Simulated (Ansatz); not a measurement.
RuC (CsCl type, Pm-3m), plane-wave PAW PBE (Ansatz code), all energies at zero smearing, with the estimated change up to a 700 eV cutoff added, with one set of potentials and settings (totals compare only within such a set). Cell of 2 atoms (1 Ru, 1 C): -6127.308 eV.

| element | reference phase | E (eV/atom) |
|---|---|---|
| Ru | P6_3/mmc, 2 atoms in the cell | -5878.6876 |
| C | P6_3/mmc, 4 atoms in the cell | -250.9479 |

Formation energy per atom, worked out: (-6127.308 − 1×(-5878.6876) − 1×(-250.9479))/2 = 1.164 eV/atom (112 kJ per mol of atoms), at 0 K, without zero-point energy or fitted corrections.

A made-up cell: these elements were put on the sites of a structure type; neither database checked (COD, Materials Project) lists it. Whether it is the stable phase at ambient conditions was not checked. Symmetry was held in the PBE relaxation; its stability against distortions is not shown here. No spin polarisation was allowed. The references are the lowest solids computed at this level, not always the standard phases.

Potentials: the later of the program's two PAW sets.
